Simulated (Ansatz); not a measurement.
CuCl:
```cif
data_ClCu
_chemical_formula_sum 'Cu1 Cl1'
_space_group_name_H-M_alt 'P 1'
_space_group_IT_number 1
_cell_length_a 3.68158
_cell_length_b 3.68158
_cell_length_c 3.68158
_cell_angle_alpha 60.029
_cell_angle_beta 60.029
_cell_angle_gamma 60.029
loop_
_space_group_symop_operation_xyz
  'x, y, z'
loop_
_atom_site_label
_atom_site_type_symbol
_atom_site_fract_x
_atom_site_fract_y
_atom_site_fract_z
_atom_site_occupancy
Cu1 Cu 0.00859 0.00859 0.00859 1
Cl1 Cl 0.75842 0.75842 0.75842 1
```

This is the LDA-relaxed structure.

Task: All from DFT-LDA in the program Ansatz with PAW potentials, unless another level is named. Give the electron effective mass.

Result: 0.20 mₑ (isotropic).

Task: And the band gap?

Result: 0.63 eV (direct).

Task: Predict the weight of the conduction-edge state by species (Voronoi cells).

Result: Cu 60 %, Cl 40 %.

Task: Next, the weight of the valence-edge state by species (Voronoi cells)?

Result: Cu 72 %, Cl 28 %.

Task: Give the valence-band maximum.

Result: at Γ.

Space group F-43m (zinc blende). The LDA relaxation kept the symmetry of its start; phonons on a q-mesh show no instability. No spin polarisation was allowed. Point labels and valley counts follow the cell and symmetry of the run, lower than the named group.

Potentials: the later of the program's two PAW sets.
